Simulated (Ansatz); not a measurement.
Input file for Ansatz (a quantum-chemistry and plane-wave program):

Ansatz 0.2 input:
```yaml
crystal:
  lattice:
    - [4.1866957611, 0.0, 0.0]
    - [0.0, 4.1866957611, 0.0]
    - [0.0, 0.0, 4.1866957611]
  atoms:
    - { symbol: Sc, position: [0.0, 0.0, 0.0] }
    - { symbol: Mo, position: [0.0, 0.5, 0.5] }
    - { symbol: Mo, position: [0.5, 0.0, 0.5] }
    - { symbol: Mo, position: [0.5, 0.5, 0.0] }
    - { symbol: C, position: [0.5, 0.5, 0.5] }
kpoints:
  mp_grid: { grid: [7, 7, 7] }
  band_path:
    path:
      - [[0.0, 0.0, 0.0], [0.0, 0.5, 0.0], [0.5, 0.5, 0.0], [0.0, 0.0, 0.0], [0.5, 0.5, 0.5], [0.0, 0.5, 0.0]]  # Γ-X-M-Γ-R-X
      - [[0.5, 0.5, 0.5], [0.5, 0.5, 0.0]]  # R-M
    npoints: 12
basis: { xc_grid: 2 }
hamiltonian:
  xc: pbesol
  pseudopotentials: { kind: paw }
magnetization: { noncollinear: true, spin_orbit: true }
scf:
  n_extra_bands: 13
  convergence: { dr2_threshold: 0.0000000001 }
  occupations: { method: gaussian, width: 0.05 }
output: { eigenvalues: true }
```

Output (shortened):

```
Pseudopotential: Sc, paw_fr, valence charge 11
Pseudopotential: Mo, paw_fr, valence charge 14
Pseudopotential: C, paw_fr, valence charge 4
Functional definition: PBEsol
non-collinear run that drives no moment, with spin-orbit …
Crystal: 5 atoms, lattice volume = 73.386 Å³
Basis set: ecut = 420 eV, 1365 PW (Γ), exchange–correlation on 60×60×60 points (8 copies of the dense FFT grid, shifted against one another)
Bands: 70, of which v1, the nominal top of the filled ones, is band 57 counted from 1 (56 counted from 0)
Symmetry: 48 space group operations + 48 with time reversal
k-points: 20 of 343
Projection manifold: j_resolved (fully-relativistic pseudo-atomic orbitals)
SCF iter   1: F=—  HF=-17063.720303 eV  |F-HF|=—  |Δ(HF+E_count)|=         —  Δρ=2.28e-1  dr2=7.57e1  dr2_m=0.00e0 (ungated)  ethr=3.10e-3  |M|=0.00e0 ∫|m|=0.00e0 μB  |m|>n=0.0e0 m-floor=0.0e0 τ_xc=0.0e0  β_m=0.30  ⟨swp⟩=5.3  Hψ=3074  notcnv=0
preconditioner: auto → Kerker (q_TF=auto, 2.616 Å⁻¹)
spin=Noncollinear: Kerker preconditioning applied to the charge; magnetization (m_x, m_y, m_z) channels mix plain (no charge-response kernel on spin).
SCF iter   2: F=—  HF=-17055.316376 eV  |F-HF|=—  |Δ(HF+E_count)|=    8.40e0  Δρ=7.59e-2  dr2=5.58e0  dr2_m=0.00e0 (ungated)  ethr=3.10e-3  |M|=0.00e0 ∫|m|=0.00e0 μB  |m|>n=0.0e0 m-floor=0.0e0 τ_xc=0.0e0  β_m=0.33  ⟨swp⟩=3.0  Hψ=1458  notcnv=0  defer=116
preconditioner: auto → Resta (q_TF=auto, 2.616 Å⁻¹)
spin=Noncollinear: Resta preconditioning applied to the charge; magnetization (m_x, m_y, m_z) channels mix plain (no charge-response kernel on spin).
SCF iter   3: F=—  HF=-17054.162919 eV  |F-HF|=—  |Δ(HF+E_count)|=    1.15e0  Δρ=3.83e-2  dr2=1.15e0  dr2_m=0.00e0 (ungated)  ethr=3.10e-3  |M|=0.00e0 ∫|m|=0.00e0 μB  |m|>n=0.0e0 m-floor=0.0e0 τ_xc=0.0e0  β_m=0.48  ⟨swp⟩=2.2  Hψ=1019  notcnv=0  defer=120
SCF iter   4: F=—  HF=-17053.887264 eV  |F-HF|=—  |Δ(HF+E_count)|=   2.76e-1  Δρ=1.24e-2  dr2=8.48e-2  dr2_m=0.00e0 (ungated)  ethr=2.02e-3  |M|=0.00e0 ∫|m|=0.00e0 μB  |m|>n=0.0e0 m-floor=0.0e0 τ_xc=0.0e0  β_m=0.68  ⟨swp⟩=2.0  Hψ=1081  notcnv=0  defer=134
SCF iter   5: F=—  HF=-17053.876056 eV  |F-HF|=—  |Δ(HF+E_count)|=   1.12e-2  Δρ=2.29e-3  dr2=4.28e-3  dr2_m=0.00e0 (ungated)  ethr=1.49e-4  |M|=0.00e0 ∫|m|=0.00e0 μB  |m|>n=0.0e0 m-floor=0.0e0 τ_xc=0.0e0  β_m=0.78  ⟨swp⟩=2.0  Hψ=1058  notcnv=0  defer=134
SCF iter   6: F=—  HF=-17053.875159 eV  |F-HF|=—  |Δ(HF+E_count)|=   8.97e-4  Δρ=4.63e-4  dr2=1.42e-4  dr2_m=0.00e0 (ungated)  ethr=7.52e-6  |M|=0.00e0 ∫|m|=0.00e0 μB  |m|>n=0.0e0 m-floor=0.0e0 τ_xc=0.0e0  β_m=0.86  ⟨swp⟩=2.1  Hψ=855  notcnv=0  defer=134
SCF iter   7: F=—  HF=-17053.875167 eV  |F-HF|=—  |Δ(HF+E_count)|=   8.59e-6  Δρ=1.55e-4  dr2=1.88e-5  dr2_m=0.00e0 (ungated)  ethr=2.49e-7  |M|=0.00e0 ∫|m|=0.00e0 μB  |m|>n=0.0e0 m-floor=0.0e0 τ_xc=0.0e0  β_m=0.93  ⟨swp⟩=2.2  Hψ=918  notcnv=0  defer=134
SCF iter   8: F=—  HF=-17053.875170 eV  |F-HF|=—  |Δ(HF+E_count)|=   2.93e-6  Δρ=4.43e-5  dr2=2.72e-6  dr2_m=0.00e0 (ungated)  ethr=3.30e-8  |M|=0.00e0 ∫|m|=0.00e0 μB  |m|>n=0.0e0 m-floor=0.0e0 τ_xc=0.0e0  β_m=0.97  ⟨swp⟩=2.0  Hψ=874  notcnv=0  defer=134
SCF iter  12: F=-17053.875168 eV  HF=-17053.875168 eV  |F-HF|=7.28e-12  |Δ(HF+E_count)|=  3.64e-11  Δρ=7.40e-8  dr2=5.86e-12  dr2_m=0.00e0 (ungated)  ethr=1.00e-12  |M|=0.00e0 ∫|m|=0.00e0 μB  |m|>n=0.0e0 m-floor=0.0e0 τ_xc=0.0e0  ⟨swp⟩=9.1  Hψ=2138  notcnv=0
SCF 1 converged in 12 iterations: F = -17053.875168 eV  dr2 = 5.86e-12
NSCF: frozen V_eff on 74 k-points
SCF converged after 12 iterations
Magnetization: |M| = 0.0000 μB,  M = (+0.0000, +0.0000, +0.0000) μB
Absolute magnetization: 0.0000 μB (∫|m|)
  site 0: m = (+0.0000, +0.0000, +0.0000) μB, |m| = 0.0000 μB  (R = 1.22 Å)
  site 1: m = (+0.0000, +0.0000, +0.0000) μB, |m| = 0.0000 μB  (R = 0.86 Å)
  site 2: m = (+0.0000, +0.0000, +0.0000) μB, |m| = 0.0000 μB  (R = 0.86 Å)
  site 3: m = (+0.0000, +0.0000, +0.0000) μB, |m| = 0.0000 μB  (R = 0.86 Å)
  site 4: m = (+0.0000, +0.0000, +0.0000) μB, |m| = 0.0000 μB  (R = 0.86 Å)
Free energy (F): -17053.875168 eV
Harris-Foulkes:  -17053.875168 eV  (|F-HF|=7.28e-12)
Internal energy: -17053.868624 eV  (E = F + TS)
E sigma→0 (E₀):  -17053.871896 eV
Entropy (-TS):   -0.006544 eV (-1.309 meV/atom)
Fermi energy:    17.249352 eV
--- Per-component energies (eV) ---
  E_band       = -351.912474
  E_kinetic    = 1675.913443
  E_local      = -3451.227797  (includes V_loc(G=0)·N_el)
  E_nonlocal   = 543.079665
  E_hartree    = 1156.102848
  E_xc         = -699.516594
  E_vxc        = -875.007099  (∫ρ·V_xc dr)
  E_paw        = -10461.047561  (= ΣΔE_a)
  E_vpaw       = -556.876396  (= ΣTr[D̂ρ^β])
  E_aug_tail   = 0.000085  (compensation charges beyond the density's cutoff)
  E_ewald      = -5817.954338
  E_core_change = 0.781624  (= ΣΔE_core)
  E_smearing   = -0.006544  (= −TS)
  E_closure    = 0.000000  (closes the sum)
  Σ components = -17053.875168   (vs F -17053.875168, Δ=0.00e0)
  [band-id]    e_kinetic+e_local+e_nonlocal+2·e_hartree+e_vxc+e_vpaw+e_augmentation_tail = -351.912402   (vs E_band -351.912474, Δ=7.29e-5)
--- Band table (eV; the first three rows and the last of 20) ---
  k-point 0: bands = ["-43.4832", "-43.4832", "-43.3426", "-43.3426", "-43.3426", "-43.3426", "-31.1744", "-31.1744", "-19.3988", "-19.3988", "-19.3988", "-19.3988", "-19.0443", "-19.0443", "-17.1681", "-17.1681", "-16.8897", "-16.8897", "-16.8897", …
  k-point 1: bands = ["-43.4770", "-43.4770", "-43.3487", "-43.3487", "-43.3425", "-43.3425", "-31.1746", "-31.1746", "-19.3975", "-19.3975", "-19.3826", "-19.3826", "-19.0591", "-19.0591", "-17.1485", "-17.1485", "-16.8884", "-16.8884", "-16.8773", …
  k-point 2: bands = ["-43.4604", "-43.4604", "-43.3655", "-43.3655", "-43.3424", "-43.3424", "-31.1749", "-31.1749", "-19.3946", "-19.3946", "-19.3389", "-19.3389", "-19.0999", "-19.0999", "-17.0992", "-17.0992", "-16.8803", "-16.8803", "-16.8429", …
  k-point 19: bands = ["-43.3935", "-43.3935", "-43.3866", "-43.3866", "-43.3866", "-43.3866", "-31.1736", "-31.1736", "-19.3980", "-19.3980", "-19.2775", "-19.2775", "-19.2666", "-19.2666", "-17.0933", "-17.0933", "-16.9833", "-16.9833", "-16.7562", …
```

Cost: around 50 core-seconds (rough) on shared cores.

Space group Pm-3m (anti-perovskite). The start of the workflow was typed in or built on a structure type; neither database checked (COD, Materials Project) lists it. Its standing as an ambient phase is unchecked. The PBEsol relaxation kept the symmetry of its start; its stability against distortions is not shown here. No spin polarisation was allowed.

Potentials: the later of the program's two PAW sets.

Ansatz is a plane-wave DFT program.
